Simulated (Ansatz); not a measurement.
Relaxed MgS (rock salt):

```xyz
2
Lattice="0.0000 2.6148 2.6148 2.6148 0.0000 2.6148 2.6148 2.6148 0.0000" Properties=species:S:1:pos:R:3 pbc="T T T"
S      0.0000     0.0000     0.0000
Mg     2.6148     2.6148     2.6148
```

Level of theory: PBE (plane waves to 420 eV, PAW, scalar-relativistic; Ansatz, a quantum-chemistry and plane-wave program). k mesh 9×9×9 (Γ-centred), Fermi-Dirac smearing 0.05 eV. MgS was relaxed with its symmetry unable to fall. The PAW data are Ansatz's earlier set.

One atom of the cell was then moved (with its periodic images), all else fixed, and the forces (eV/Å) came out as:

```json
[
 {"atom": "S1", "Fx": "0.680", "Fy": "0.000", "Fz": "0.000"},
 {"atom": "Mg2", "Fx": "-0.680", "Fy": "0.000", "Fz": "0.000"}
]
```

With two atoms only their relative shift counts; take S1 as fixed.

Task: Which atom was moved, and by which vector (Å)?

Result: Mg2, by (0.21, 0.00, 0.00), 0.21 Å in all.

(For displaced atoms, the force is minus the slope of the energy, and its curvature is a force constant, which sets phonon frequencies.)
